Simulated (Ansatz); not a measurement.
SnO (litharge type, space group P4/nmm)

```
SnO
1.0
    3.83618     0.00000     0.00000
    0.00000     3.83618     0.00000
    0.00000     0.00000     4.75736
Sn O
2 2
Direct
  0.50000   0.00000   0.24343
  0.00000   0.50000   0.75657
  0.00000   0.00000   0.00000
  0.50000   0.50000   0.00000
```

In this cell atom 3 (O, nearest neighbour Sn at 2.241 Å; its periodic images, 3.8 Å or more away, move with it) is moved by s along Cartesian z, unit vector (0.000, 0.000, 1.000); all other atoms and the cell stay fixed.

The numbers are results of PBE-D3(BJ) (plane waves to 420 eV, PAW, scalar-relativistic; Ansatz, a quantum-chemistry and plane-wave program), not measurements. k mesh 10×10×8 (Γ-centred), Fermi-Dirac smearing 0.05 eV. E stands for the smeared free energy. With partly filled bands, energies and forces of such displacements shift with the k mesh and the smearing. At this level the bands of SnO touch or barely overlap; measurements give the solid a gap. SnO was relaxed with its symmetry unable to fall. The PAW data are Ansatz's earlier set. The zero of ΔE is the undisplaced structure.

The scan covers s from -0.450 to 0.450 Å in 11 points.

### Question
Is this a single well or a double well?

### Answer
A single well with its minimum at or next to zero displacement.

### Question
Is the energy the same for equal positive and negative displacements?

### Answer
Even: the same for both signs. With its periodic images moving along, the atom's site symmetry in this cell is -4m2.

### Question
What is the force constant k = d²E/ds² of this move at s = 0?

### Answer
6.74 eV/Å².

(For displaced atoms, the force is minus the slope of the energy, and its curvature is a force constant, which sets phonon frequencies.)
